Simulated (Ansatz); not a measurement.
# WS2: 33S NMR of the central transition

Cell: a COD entry, its atoms then relaxed with PBE in this cell.

Space group P6_3/mmc (No. 194); a = 3.1532, c = 12.3230 Å, γ = 120.00°.

```
site  Wyckoff  site symmetry       x       y       z
   W       2c           -6m2  0.3333  0.6667  0.2500
   S       4f            3m.  0.3333  0.6667  0.6221
```

One atom of each set is listed.

Method: Kohn–Sham DFT in Ansatz, PBE, plane waves and PAW, with spin–orbit coupling, 420 eV cutoff, Γ-centred 16×16×4 k-points, Fermi–Dirac smearing 0.02 eV. Start moments as typed (μB): 2 on each W, none on the rest.

33S has I = 3/2 and Q = -69.40 mb (Pyykkö 2018); at 11.7 T its Larmor frequency is ν₀ = 38.3 MHz. Only the quadrupole interaction is simulated: positions count from each site's isotropic chemical shift, and shift anisotropy, dipolar and J coupling are left out.

(1) Give C_Q, η, the quadrupolar product P_Q = |C_Q|(1 + η²/3)^½, the second-order isotropic shift and the breadth of the pattern (static powder) for each S site.

Answers

(1) 

| site | first shell | C_Q (MHz) | η | P_Q (MHz) | δ_QIS (ppm) | breadth (kHz) |
| --- | --- | --- | --- | --- | --- | --- |
| S | 3 W at 2.41 Å; also 7 S at 3.15 Å | 6.99 | 0.00 | 6.99 | -833 | 166 |

δ_QIS = −(ν_Q²/30ν₀²)[I(I+1) − 3/4](1 + η²/3) × 10⁶ ppm with ν_Q = 3|C_Q|/[2I(2I−1)]; it falls as 1/B₀² in ppm, and the breadth as 1/B₀ in kHz.

An axis of threefold or higher order runs through S, so V_zz lies along it and η is zero.
